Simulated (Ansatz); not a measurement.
BiBr₃ in space group C2/m (No. 12; Bi on 4g, Br on 8j, Br on 4i) at seven volumes, r²SCAN+D4 in the plane-wave PAW code Ansatz, shape and atoms relaxed at each. One row is withheld.

```csv
V (Å³/atom),P (GPa)
32.963,?
34.050,0.79
35.137,0.35
36.223,0.00
37.310,-0.28
38.397,-0.43
39.483,-0.57
```

Q: Fit the shown pressures and predict the withheld one.

A: P = (3/2)B₀(x^(7/2) − x^(5/2))[1 + (3/4)(B′ − 4)(x − 1)] with x = (V₀/V)^(2/3). Least squares on the six rows gives V₀ = 36.207 Å³/atom, B₀ = 9.9 GPa, B′ = 9.01. At V = 32.963, x = 1.0646 and P = 1.39 GPa. The run itself gave 1.37 GPa.

The workflow started from a Materials Project entry (that database holds measured and hypothetical structures alike); the Crystallography Open Database files this formula in space group No. 12, but the cells were not matched. Its standing as an ambient phase is unchecked. The cell was relaxed with r²SCAN+D4 under the symmetry of its start; whether a distortion lowers the energy is not shown. Scalar-relativistic: spin–orbit coupling is off unless named, which matters more the heavier the elements.

Potentials: the later of the program's two PAW sets.
